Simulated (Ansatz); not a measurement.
Li$_{2}$H$_{6}$Pt:
```
CELL_PARAMETERS angstrom
      0.00000     3.34560     3.34560
      3.34560     0.00000     3.34560
      3.34560     3.34560     0.00000
ATOMIC_POSITIONS crystal
  Li 0.75000 0.75000 0.75000
  Li 0.25000 0.25000 0.25000
  H  0.75640 0.75640 0.24360
  H  0.24360 0.24360 0.75640
  H  0.24360 0.75640 0.75640
  H  0.75640 0.24360 0.24360
  H  0.75640 0.24360 0.75640
  H  0.24360 0.75640 0.24360
  Pt 0.00000 0.00000 0.00000
```

Relaxed with r²SCAN. Special points in fractions of this cell's reciprocal vectors: Γ (0.000, 0.000, 0.000); X (0.500, 0.000, 0.500); U (0.625, 0.250, 0.625); K (0.375, 0.375, 0.750); L (0.500, 0.500, 0.500); W (0.500, 0.250, 0.750).

List the band energies nearest the valence-band maximum at these points for r²SCAN with spin–orbit coupling (plane waves, PAW; program Ansatz).

In eV from the valence-band maximum; about four levels below and three above (degenerate sets whole), none deeper than 8.9 eV; points with the same levels are listed once.

| k | below | above |
|---|---|---|
| Γ | -0.29 -0.29 -0.29 -0.29 | 7.18 7.18 7.82 7.82 7.82 7.82 |
| X | -1.51 -1.51 -1.50 -1.50 | 3.28 3.28 8.09 8.09 |
| U | -1.48 -1.48 -1.09 -1.09 | 4.29 4.29 7.38 7.38 |
| L | -0.58 -0.58 0.00 0.00 | 5.69 5.69 5.93 5.93 |
| W | -1.66 -1.66 -1.39 -1.39 | 4.94 4.94 6.47 6.47 |

Space group Fm-3m. The workflow started from a Materials Project entry (that database holds measured and hypothetical structures alike); the Crystallography Open Database copy checked does not list it. Whether it is the stable phase at ambient conditions was not checked. The r²SCAN relaxation kept the symmetry of its start; its stability against distortions is not shown here. No spin polarisation was allowed.

Potentials: the later of the program's two PAW sets.
